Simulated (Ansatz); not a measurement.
Si3N4:
```
CELL_PARAMETERS angstrom
      0.00000     3.89466     3.89466
      3.89466     0.00000     3.89466
      3.89466     3.89466     0.00000
ATOMIC_POSITIONS crystal
  Si 0.62500 0.62500 0.62500
  Si 0.12500 0.62500 0.62500
  Si 0.62500 0.12500 0.62500
  Si 0.62500 0.62500 0.12500
  Si 0.25000 0.25000 0.25000
  Si 0.00000 0.00000 0.00000
  N  0.86754 0.86754 0.86754
  N  0.39737 0.86754 0.86754
  N  0.86754 0.39737 0.86754
  N  0.86754 0.86754 0.39737
  N  0.38246 0.38246 0.38246
  N  0.85263 0.38246 0.38246
  N  0.38246 0.85263 0.38246
  N  0.38246 0.38246 0.85263
```

Relaxed with PBE. Special points in fractions of this cell's reciprocal vectors: Γ (0.000, 0.000, 0.000); X (0.500, 0.000, 0.500); U (0.625, 0.250, 0.625); K (0.375, 0.375, 0.750); L (0.500, 0.500, 0.500); W (0.500, 0.250, 0.750).

Task: List the band energies nearest the valence-band maximum at these points for the program Ansatz at the PBE level (PAW).

Result: In eV from the valence-band maximum; about four levels below and three above (degenerate sets whole), none deeper than 8.9 eV; points with the same levels are listed once.

| k | below | above |
|---|---|---|
| Γ | -0.16 -0.16 -0.16 -0.04 -0.04 -0.04 | 3.34 3.34 3.34 |
| X | -1.10 -1.10 -0.43 -0.43 | 6.62 6.62 6.94 6.94 |
| U | -1.45 -1.20 -0.96 -0.21 | 6.19 6.64 6.92 |
| L | -0.47 -0.47 -0.33 -0.33 | 4.92 5.76 5.76 |
| W | -1.05 -1.05 -0.73 -0.73 | 6.64 6.64 7.15 7.15 |

Space group Fd-3m. The PBE relaxation kept the symmetry of its start.

Potentials: the later of the program's two PAW sets.
